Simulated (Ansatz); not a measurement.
## SnO: how the free axis answers a strain

SnO, P4/nmm, a = 3.808 Å, c = 4.936 Å. Ansatz: r2SCAN, PAW, 500 eV, Γ-centred 10×10×8 mesh on 4 atoms, Gaussian smearing 0.01 eV; no spin polarisation. Series: uniaxial strain along a, with b, c and atoms relaxed; x is the strain in per cent. y is the change of c in per cent of 4.936 Å.

```
x (%) y (%)
 -6.0   1.66
 -4.0   0.85
 -2.0      ?
  0.0   0.00
  2.0   0.03
  4.0   0.31
```

Q: Fit y = c1 x + c2 x² to the other rows, say what c1 measures, and predict the missing y.

A: Least squares on the rows shown. y = −0.06452 x + 0.03565 x². So −c1 = 0.065 is Poisson's ratio for this pair of axes. Along b the same runs (not shown) give 0.87. With a term in x³ added, the coefficient of x becomes -0.06902, 7 % more, which shows how far this figure hangs on the form. At x = -2.0 the fit asked for gives 0.27 %. The run gave 0.29 %, so the fit is 0.02 % too low, within twice the rms miss on the fitted rows (0.01 %).